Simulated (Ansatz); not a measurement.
In PBE (plane waves, PAW; program Ansatz), Y2B in the trigonal phase (R-3m; Y on 6c, B on 3a) relaxes to a = 3.764 Å, c = 18.920 Å. Y has 3 nearest neighbours from 2.59 Å (trigonal pyramidal); B has 6 nearest neighbours from 2.59 Å (octahedral). Its formation energy from the elements is 0.032 eV/atom, with no fitted shifts.

Electronic character: metallic (no gap).

The start of the workflow was typed in or built on a structure type; neither database checked (COD, Materials Project) lists it. Whether it is the stable phase at ambient conditions was not checked. The PBE relaxation kept the symmetry of its start; whether a distortion lowers the energy is not shown. The run is not spin-polarised. The references are the lowest solids computed at this level, not always the standard phases. Spin–orbit coupling is left out wherever it is not named.

Potentials: the earlier of the program's two PAW sets.
